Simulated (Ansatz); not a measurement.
Theory: DFT PBE, scalar-relativistic, plane waves, PAW (Ansatz 0.2.0). Cutoff 420 eV, Γ-centred meshes of about 0.25 Å⁻¹ or finer for metals and 0.3 Å⁻¹ for insulators (2π included), Gaussian smearing. No spin polarisation.

Relaxed structures of Al₃Ga₃N₂, with energies over the first row. Coordination counts Al or Ga atoms around N (for each partner element, those within 1.25 times its shortest distance or 1.15 times the sum of covalent radii, where it is the nearest in units of that sum or under 1.3).

```
#  form                                   sites  V (Å³/atom)  coordination  ΔE (meV/atom)
1  P3m1  Al 1b, 1a, 1a; Ga 1b, 1b, 1c; N 1a, 1b         15.0           N 4              0
2  P3m1  Al 1b, 1a, 1c; Ga 1a, 1b, 1b; N 1a, 1b         15.0           N 4            202
```

A further structure, relaxed alike:

```cif
data_structure
_symmetry_space_group_name_H-M 'P-3m1'
_symmetry_Int_Tables_number 164
_cell_length_a 2.9247
_cell_length_b 2.9247
_cell_length_c 14.3618
_cell_angle_alpha 90.000
_cell_angle_beta 90.000
_cell_angle_gamma 120.000
_cell_volume 106.39
loop_
_atom_site_label
_atom_site_type_symbol
_atom_site_symmetry_multiplicity
_atom_site_Wyckoff_symbol
_atom_site_fract_x
_atom_site_fract_y
_atom_site_fract_z
_atom_site_occupancy
Al1 Al 2 d 0.33333 0.66667 0.83399 1
Al2 Al 1 a 0.00000 0.00000 0.00000 1
Ga1 Ga 2 d 0.33333 0.66667 0.32471 1
Ga2 Ga 1 b 0.00000 0.00000 0.50000 1
N1 N 2 d 0.66667 0.33333 0.91877 1
```

Question: Place it among the others.

Answer: It falls between rows 1 and 2, 128 meV/atom above row 1, with space group P-3m1 (No. 164) and 13.3 Å³/atom. Counting Al or Ga atoms around N, this cell has N 6 and row 1 has N 4. Al on a site of symmetry 3m has 3 N at 2.08 Å, 3 Ga at 2.84 Å and 9 Al at 2.92 Å; Al on a site of symmetry -3m has 6 N at 2.05 Å and 12 Al at 2.92 Å; Ga on a site of symmetry 3m is surrounded by 3 Al at 2.84 Å, 9 Ga at 2.92–3.03 Å and 1 N at 3.50 Å; N is surrounded by 6 Al at 2.05–2.08 Å, 9 N at 2.88–2.92 Å and 1 Ga at 3.50 Å; 1 more site not described.

Trial moments fell under 0.15 μB along the way in P3m1 and P-3m1; another start might hold them. With atoms moved at random, row 1 (by 18 meV/atom) fell into a lower structure. Row 2 and the further cell had no clear such test and can be saddle points.
